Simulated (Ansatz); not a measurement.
All numbers below come from Ansatz, DFT PBE, scalar-relativistic, plane waves, PAW. All cells share a 420 eV cutoff and Γ-centred k meshes spaced at most about 0.3 Å⁻¹ (about 0.25 or finer for metals, 2π included). Collinear spin in cells that started with moments and kept them past the coarse steps, no spin elsewhere.

All energies are static (0 K, no zero-point motion).

Two relaxed structures of LuPd2O2:

A. (site moments Pd 0.4 (×2); O 0.2 (×2) μB)

Space group Immm (No. 71). a = 3.186 Å, b = 5.681 Å, c = 7.994 Å, α = 90.00°, β = 90.00°, γ = 90.00°
```csv
atom,site,symmetry,x,y,z
Lu,2a,mmm,0.0000,0.0000,0.0000
Pd,4j,mm2,0.0000,0.5000,0.8240
O,4h,m2m,0.5000,0.7404,0.0000
```

B. (no spin)

Space group I4/mmm (No. 139). a = 4.273 Å, b = 4.273 Å, c = 8.443 Å, α = 90.00°, β = 90.00°, γ = 90.00°
```
atom  site  symmetry       x       y       z
  Lu    2b     4/mmm  0.5000  0.5000  0.0000
  Pd    4e       4mm  0.5000  0.5000  0.3381
   O    4c      mmm.  0.0000  0.5000  0.0000
```

**Question.** Which would you expect to be lower, and how large is the difference?

**Answer.** B is lower, by 68 meV/atom. A has space group Immm (No. 71), 14.5 Å³/atom and no gap on its mesh; B has space group I4/mmm (No. 139), 15.4 Å³/atom and no gap. Counting O atoms around Lu and Pd (those within 1.25 times the shortest such distance or 1.15 times the sum of covalent radii; a plus sign parts nearer from farther groups; the shortest distance is added where it is long for a bond), A has Lu 4, Pd 4+2 from 2.5 Å and B has Lu 4, Pd 4 from 2.5 Å. Their magnetic states differ too. The lower one is the more open, so pressure narrows the difference. In A, around Lu lie 4 O at 2.17 Å, 8 Pd at 3.04–3.17 Å and 2 Lu at 3.19 Å; Pd is surrounded by 4 O at 2.53 Å, 1 Pd at 2.81 Å, 2 O at 2.98 Å, 4 Lu at 3.04–3.17 Å and 2 Pd at 3.19 Å; O is surrounded by 2 Lu at 2.17 Å and 4 Pd at 2.53 Å. In B, around Lu lie 4 O at 2.14 Å, 2 Pd at 2.85 Å and 8 Pd at 3.32 Å; around Pd lie 4 O at 2.54 Å, 1 Pd at 2.73 Å, 1 Lu at 2.85 Å and 4 Lu at 3.32 Å; O is surrounded by 2 Lu at 2.14 Å and 4 Pd at 2.54 Å. Both come from invented guesses. A third cell relaxed alike, in P-3m1, lies 0.41 eV/atom below the lower of the two.

In I4/mmm an odd number of electrons in the primitive cell allows no gap without spin; a larger cell or a magnetic state could open one. The magnetic state reached may not be the lowest. Cells relaxed within their symmetry can be saddle points. Some structure types and database cells were kept out of the candidates from the start, so a known form may be missing.
